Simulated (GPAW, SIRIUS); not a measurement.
# Equation of state of InSb3 under PBEsol

```
CELL_PARAMETERS angstrom
4.80637 0.00000 0.00000
0.00000 4.80637 0.00000
0.00000 0.00000 4.80637
ATOMIC_POSITIONS crystal
Sb 0.50000 0.50000 0.00000
Sb 0.00000 0.50000 0.50000
Sb 0.50000 0.00000 0.50000
In 0.00000 0.00000 0.00000
```

The cell comes from a database or a generator and needn't be the stable form of this composition.

The cell was scaled at fixed shape and fractions and run with GPAW, PAW data sets generated for this functional, cutoff 600 eV; PBEsol, k mesh 6 × 6 × 6 on the cell of 4 atoms, fermi-dirac occupations of 0.05 eV, no spin polarisation, no spin-orbit coupling. Energies are those that the program minimises, any entropy of the smearing included. For a metal such a mesh isn't converged to the digits shown.

```tsv
V (Å³/atom)	energy over the lowest row (meV/atom)
26.0927	0.00
26.6478	0.81
27.2030	5.68
27.7582	14.18
28.3133	?
28.8685	40.26
29.4237	57.12
```

**Question.** Fit the third-order Birch-Murnaghan form, give V0, B0 and B′, and predict the energy left open.

**Answer.** With y = (V0/V)^(2/3), E = E0 + (9 V0 B0/16) [(y - 1)³ B′ + (y - 1)² (6 - 4y)]. Least squares through the rows shown give V0 = 26.2670 Å³/atom, E0 = -0.22 meV, B0 = 60.96 GPa (1 eV/Å³ = 160.218 GPa) and B′ = 5.08, with a largest miss of 0.01 meV. At V = 28.3133 the form with these constants gives 25.83 meV; the run gave 25.84 meV an atom. Other set-ups at this level, from all their volumes (Å³/atom, GPa): SIRIUS, all-electron FP-LAPW, apw+lo standard: V0 26.392, B0 62.23.
